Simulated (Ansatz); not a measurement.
# Strain and the gap of KCdI3 (cubic perovskite)

KCdI3, cubic perovskite, relaxed with r2SCAN in Ansatz. Space group Pm-3m (No. 221), cubic; conventional cell a = 5.937 Å, 41.85 Å³ an atom. Around K lie 12 I at 4.20 Å; around Cd lie 6 I at 2.97 Å; around I lie 2 Cd at 2.97 Å and 4 K at 4.20 Å.

The axes x, y and z are those of this cell:
```
K Cd I
1.0
     5.93699    0.00000    0.00000
     0.00000    5.93699    0.00000
     0.00000    0.00000    5.93699
K Cd I
1 1 3
Direct
  0.00000 0.00000 0.00000
  0.50000 0.50000 0.50000
  0.50000 0.50000 0.00000
  0.50000 0.00000 0.50000
  0.00000 0.50000 0.50000
```

Unstrained: With HSE06 the valence top lies at R and the conduction bottom at Γ, 0.590 eV higher; the smallest vertical gap, at Γ, is 1.081 eV. Meshes: HSE06 4×4×4. Strains are changes of length per length, and xy shears are angles. After each strain the atoms were relaxed again with r2SCAN in this cell and within any symmetry left, so distortions that break it or need a larger cell weren't tested; points keep the names that they have in the unstrained zone. These are computed values for a spin-unpolarised cell that may be hypothetical; none is a measurement.

Changes of the least gap in eV (an overlap counts as a negative gap):

| strain | volume change (%) | space group | HSE06 |
| --- | --- | --- | --- |
| isotropic +0.5 % on every length | +1.5 | Pm-3m | -0.022 |
| uniaxial +1.0 % along z | +1.0 | P4/mmm | -0.027 |
| epitaxial -1.0 % in the xy plane, free normal strain +0.77 % | -1.2 | P4/mmm | -0.007 |
| xy shear, engineering strain (angle) +2.0 % | 0.0 | Cmmm | -0.027 |

Isotropic +0.5 % on every length. HSE06: the gap goes from 0.590 to 0.568 eV (-0.022 eV). For HSE06, dE_g/d ln V = -1.4 eV over this step.

Uniaxial +1.0 % along z, other directions held. HSE06: the gap goes from 0.590 to 0.563 eV (-0.027 eV).

Epitaxial -1.0 % in the xy plane, free normal strain +0.77 %. HSE06: the gap goes from 0.590 to 0.583 eV (-0.007 eV).

Xy shear, engineering strain (angle) +2.0 %. HSE06: the gap goes from 0.590 to 0.563 eV (-0.027 eV).

Spin-orbit coupling is left out, which matters wherever the heavy atoms make up the band edges.

The meshes of the hybrids are coarse, so their gaps aren't converged to the digits shown.
